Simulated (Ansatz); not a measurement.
CuI (wurtzite, P6_3mc), the program Ansatz at the LDA level (PAW), all energies at zero smearing, with the estimated change up to a 700 eV cutoff added, with one set of potentials and settings (totals compare only within such a set). Cell of 4 atoms (2 Cu, 2 I): -27823.600 eV.

```csv
element,reference phase,E (eV/atom)
Cu,"Fm-3m, 1 atoms in the cell",-6555.7242
I,"Cmce, 4 atoms in the cell",-7355.8618
```

Formation energy per atom, worked out: (-27823.600 − 2×(-6555.7242) − 2×(-7355.8618))/4 = -0.107 eV/atom (-10 kJ per mol of atoms), at 0 K, without zero-point energy or fitted corrections.

The first step of the workflow began from a Materials Project structure, measured or hypothetical; the Crystallography Open Database files this formula in space group No. 186, but the cells were not matched. It is not the phase usual at ambient conditions (space group No. 216). The cell was relaxed with LDA under the symmetry of its start; phonons on a q-mesh show no instability. No spin polarisation was allowed. The references are the lowest solids computed at this level, not always the standard phases. Scalar-relativistic: spin–orbit coupling is off unless named, which matters more the heavier the elements.

Potentials: the later of the program's two PAW sets.
